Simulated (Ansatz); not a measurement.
GaSb:
```
GaSb
1.0
    7.57041     0.00000     0.00000
    0.00000     7.57041     0.00000
    0.00000     0.00000     7.57041
Ga Sb
6 6
Cartesian
  1.89260   0.00000   3.78520
  3.78520   1.89260   0.00000
  3.78520   5.67781   0.00000
  5.67781   0.00000   3.78520
  0.00000   3.78520   5.67781
  0.00000   3.78520   1.89260
  1.89260   3.78520   0.00000
  0.00000   1.89260   3.78520
  0.00000   5.67781   3.78520
  5.67781   3.78520   0.00000
  3.78520   0.00000   5.67781
  3.78520   0.00000   1.89260
```

This is the r²SCAN-relaxed structure.

### Question
All from r²SCAN (plane waves, PAW; program Ansatz), unless another level is named. Give the formation energy from the elements (no fitted shifts).

### Answer
-3.7 kJ/mol of atoms.

### Question
What about the electron effective mass?

### Answer
0.013 mₑ (isotropic).

### Question
What about the gap with spin–orbit coupling?

### Answer
0.10 eV.

### Question
Predict the valence-band maximum.

### Answer
at Γ.

Space group Pm-3n. The start of the workflow was typed in or built on a structure type; neither database checked (COD, Materials Project) lists it. It is not the phase usual at ambient conditions (space group No. 216). Symmetry was held in the r²SCAN relaxation; whether a distortion lowers the energy is not shown. The volume moved by 29 % from the start of the relaxation. The references are the lowest solids computed at this level, not always the standard phases. Scalar-relativistic: spin–orbit coupling is off unless named, which matters more the heavier the elements.

Potentials: the earlier of the program's two PAW sets. The files were generated under PBE; for other functionals the program regenerates the frozen cores, and for LDA and PBEsol the local potential too.
